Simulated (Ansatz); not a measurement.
As₂O₃:
```
As2O3
1.0
    4.58107     0.00000     0.00000
    0.00000    13.17417     0.00000
   -4.17029     0.00000     5.40292
As O
8 12
Cartesian
 -1.96029   1.99247   4.61737
  2.37108  11.18170   0.78555
  0.28593   8.57955   3.48701
  0.12485   4.59462   1.91591
 -2.16757   5.23164   4.06200
  2.57835   7.94252   1.34093
  0.49320  11.81872   4.04239
 -0.08242   1.35544   1.36054
  1.83339   4.69566   2.44569
 -1.42260   8.47851   2.95723
  0.66254  11.28274   0.25577
 -0.25176   1.89143   5.14715
  1.62243   1.38447   0.81459
 -1.21165  11.78970   4.58833
  0.87350   7.97155   1.88687
 -0.46271   5.20262   3.51605
 -0.14712   2.86106   2.30521
  0.55790  10.31311   3.09772
  2.64304   9.44814   0.39625
 -2.23226   3.72602   5.00667
```

Relaxed with r²SCAN. Special points in fractions of this cell's reciprocal vectors: Γ (0.000, 0.000, 0.000); Z (0.000, 0.500, 0.000); D (0.000, 0.500, 0.500); B (0.000, 0.000, 0.500); A (-0.500, 0.000, 0.500); E (-0.500, 0.500, 0.500); C2 (-0.500, 0.500, 0.000); Y2 (-0.500, 0.000, 0.000).

### Question
List the band energies nearest the valence-band maximum at these points for the program Ansatz at the r²SCAN level (PAW).

### Answer
In eV from the valence-band maximum; about four levels below and three above (degenerate sets whole), none deeper than 8.9 eV; points with the same levels are listed once.

```tsv
k	below	above
Γ	-0.51 -0.12 -0.09 -0.04	4.67 4.79 4.94
Z	-0.35 -0.35 -0.03 -0.03	4.73 4.73 5.07 5.07
D	-0.25 -0.25 -0.13 -0.13	4.70 4.70 5.06 5.06
B	-0.33 -0.33 -0.09 -0.09	4.73 4.73 4.95 4.95
A	-0.53 -0.53 -0.22 -0.22	4.75 4.75 5.23 5.23
E	-0.43 -0.43 -0.29 -0.29	4.75 4.75 5.31 5.31
C2	-0.34 -0.34 -0.33 -0.33	4.61 4.61 4.97 4.97
Y2	-0.50 -0.35 -0.28 -0.25	4.64 4.72 4.77
```

Space group P2_1/c. The first step of the workflow began from a Materials Project structure, measured or hypothetical; the Crystallography Open Database files this formula in space group No. 14, but the cells were not matched. Whether it is the stable phase at ambient conditions was not checked. The r²SCAN relaxation kept the symmetry of its start; its stability against distortions is not shown here. A crystal of weakly bound layers computed without a dispersion correction: the cell and the soft elastic constants depend strongly on that. Scalar-relativistic: spin–orbit coupling is off unless named, which matters more the heavier the elements.

Potentials: the later of the program's two PAW sets.
